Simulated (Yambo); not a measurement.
Yambo run on LiBr (wurtzite, space group P6_3mc, No. 186). The wavefunctions come from this Quantum ESPRESSO step (PBEsol, PseudoDojo standard norm-conserving files, scalar-relativistic):

```
&CONTROL
  calculation = 'nscf'
  pseudo_dir = './pseudo'
  outdir = './out'
/
&SYSTEM
  ibrav = 0
  nat = 4
  ntyp = 2
  ecutwfc = 74.0
  ecutrho = 296.0
  occupations = 'fixed'
  force_symmorphic = .true.
  nbnd = 176
/
&ELECTRONS
  conv_thr = 4e-09
  diago_full_acc = .true.
  diago_thr_init = 1e-08
/
ATOMIC_SPECIES
Li 6.9400 Li.upf
Br 79.9040 Br.upf
CELL_PARAMETERS angstrom
  4.134692062209   0.000000000000   0.000000000000
 -2.067346031104   3.580748362699   0.000000000000
  0.000000000000   0.000000000000   6.614793325000
ATOMIC_POSITIONS crystal
Li   0.666666667000   0.333333333000   0.878053509500
Li   0.333333333667   0.666666666333   0.378053509500
Br   0.666666667000   0.333333333000   0.496946490500
Br   0.333333333667   0.666666666333   0.996946490500
K_POINTS automatic
3 3 2 0 0 0
```

Yambo input:

```
rim_cut
gw0
dyson
el_el_corr
HF_and_locXC
ppa
em1d
RandQpts= 1000000
RandGvec= 1 Ry
EXXRLvcs= 74 Ry
VXCRLvcs= 296 Ry
Chimod= "HARTREE"
% BndsRnXp
 3 | 174 |
%
NGsBlkXp= 8 Ry
% LongDrXp
 1.0 | 1.0 | 1.0 |
%
PPAPntXp= 27.2114 eV
% GbndRnge
 1 | 174 |
%
GTermKind= "BG"
DysSolver= "n"
ExtendOut
% QPkrange
 1 | 1 | 10 | 11 |
 2 | 2 | 10 | 11 |
 5 | 5 | 10 | 11 |
 6 | 6 | 10 | 11 |
%
```

k points by index: 1 = Γ, 2 = A, 5 = K, 6 = H.

Resulting energies as the program prints them:

```
#    K-point    Band    Eo [eV]    E [eV]    E-Eo [eV]    Vxc [eV]    Vnlxc [eV]    Sc|Eo [eV]    Sc|E [eV]    dSc/dw|Eo [eV]    Re(Z)    Im(Z)
#
    1    10    0.000000    -1.750759    -1.750759    -12.98003    -16.67542    1.564812    1.944628    -5.902971    0.821738    -0.001247
    1    11    4.825563    5.609498    0.783935    -7.281780    -3.356969    -3.011456    -3.140876    -4.491690    0.858319    -0.001115
    2    10    -0.277671    -2.084725    -1.807054    -12.77231    -16.59908    1.624635    2.019717    -5.948932    0.820599    -0.001270
    2    11    6.175847    7.054769    0.878922    -7.785267    -3.665122    -3.090225    -3.241223    -4.674238    0.853405    -0.001158
    5    10    -0.956709    -2.835351    -1.878642    -12.15396    -16.15056    1.703377    2.117958    -6.004677    0.819222    -0.001222
    5    11    6.522897    7.303294    0.780396    -6.632527    -2.776470    -2.948215    -3.075661    -4.443189    0.859634    -0.001124
    6    10    -0.473538    -2.285653    -1.812115    -12.58730    -16.42986    1.633655    2.030445    -5.957970    0.820375    -0.001265
    6    11    7.371971    8.355790    0.983819    -7.602478    -3.287676    -3.161466    -3.330983    -4.688039    0.853035    -0.001206
```
(The two width columns are left out.) Convergence of these settings isn't established.

Spin-orbit coupling is not included.

Geometry relaxed with PBEsol.

This is not the ordinary phase of the substance; no match was found in the copy of COD used, and its stability was not checked.
